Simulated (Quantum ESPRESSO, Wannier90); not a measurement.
# Wannierisation of SiO2 (P4₁2₁2)

```
begin unit_cell_cart
ang
    4.9926500000    0.0000000000    0.0000000000
    0.0000000000    4.9926500000    0.0000000000
    0.0000000000    0.0000000000    6.9339300000
end unit_cell_cart
begin atoms_frac
Si  -0.3013400000 -0.3013400000  0.5000000000
Si  -0.1986600000  0.1986600000 -0.2500000000
Si   0.3013400000  0.3013400000  0.0000000000
Si   0.1986600000 -0.1986600000  0.2500000000
O   -0.1064300000 -0.2386100000  0.3201100000
O   -0.2613900000  0.3935700000 -0.4298900000
O    0.1064300000  0.2386100000 -0.1798900000
O    0.2613900000 -0.3935700000  0.0701100000
O    0.3935700000 -0.2613900000  0.4298900000
O    0.2386100000  0.1064300000  0.1798900000
O   -0.3935700000  0.2613900000 -0.0701100000
O   -0.2386100000 -0.1064300000 -0.3201100000
end atoms_frac
```

Materials Project entry mp-6945; symmetrised, unrelaxed at this level. COD (Crystallography Open Database) has the formula in 34 space groups, this one among them (matched by group alone). Method: PBEsol plane waves in Quantum ESPRESSO 7.5 (PseudoDojo norm-conserving files, 68 Ry, no spin polarisation, no spin-orbit coupling), Bloch states on a 4×4×4 mesh through Γ, Wannier90 4.0.1. Density: 6×6×6 mesh, cold smearing 0.01 Ry.

Bands 9-16 form an isolated set from -9.55 to -5.00 eV relative to the valence-band maximum (on the path) and are turned into 8 Wannier functions by minimising the spread from the start: SCDM (isolated).

Q: Where do the functions sit, how wide are they and what are they made of?

A: 
| functions | spread (Å²) | nearest atom, distance (Å) | second atom, distance (Å) | weight on atomic waves |
|---|---|---|---|---|
| 8 | 1.48 | O 0.08 | Si 1.56 | O 2p 71 %, Si 3p 14 %, Si 3s 7 % |

Ω_I = 11.77 Å², Ω_total = 11.83 Å²; the interpolated bands follow pw.x to 0.5 meV rms on the path. Only this start was tried; a symmetric start can stop on a saddle, and mixtures of these functions could lower the total by at most Ω_total − Ω_I.
